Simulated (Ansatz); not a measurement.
Given:

Ti:
```
Ti
1.0
   -1.60493     1.60493     1.60493
    1.60493    -1.60493     1.60493
    1.60493     1.60493    -1.60493
Ti
1
Direct
  0.00000   0.00000   0.00000
```

This is the PBEsol-relaxed structure.

All from plane-wave PAW PBEsol (Ansatz code), unless another level is named. Give the bulk modulus (Birch–Murnaghan fit).

113 GPa.

And the elastic constants (relaxed ions, GPa)?

C11 = 98.3, C12 = 121, C44 = 38.3.

Space group Im-3m (bcc (W type)). This is a known high-temperature phase of the composition, computed here at zero pressure and temperature. Symmetry was held in the PBEsol relaxation. At this level the phase is dynamically unstable (imaginary phonons). No spin polarisation was allowed. As this level gives no gap, shear constants depend on the k-mesh and smearing (Fermi–Dirac, 0.1 eV here). On the denser mesh and wider smearing of the elastic run this cell carries a stress of 0.4 GPa.

Potentials: the earlier of the program's two PAW sets.
